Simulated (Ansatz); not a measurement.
Here is the system:

Ru:
```
CELL_PARAMETERS angstrom
      2.69050     0.00000     0.00000
     -1.34525     2.33004     0.00000
      0.00000     0.00000     4.25101
ATOMIC_POSITIONS crystal
  Ru 0.66667 0.33333 0.75000
  Ru 0.33333 0.66667 0.25000
```

This is the PBEsol-relaxed structure.

### Question
All from DFT-PBEsol in the program Ansatz with PAW potentials, unless another level is named. Give the Young's modulus.

### Answer
537 GPa.

### Question
What about the highest zone-centre frequency?

### Answer
263 cm⁻¹.

Space group P6_3/mmc (hcp (Mg type)). The PBEsol relaxation kept the symmetry of its start. No spin polarisation was allowed. As this level gives no gap, phonon frequencies hold no LO–TO term and depend on the k-mesh and smearing (Fermi–Dirac, 0.1 eV here).

Potentials: the earlier of the program's two PAW sets. The files were generated under PBE; for other functionals the program regenerates the frozen cores, and for LDA and PBEsol the local potential too.
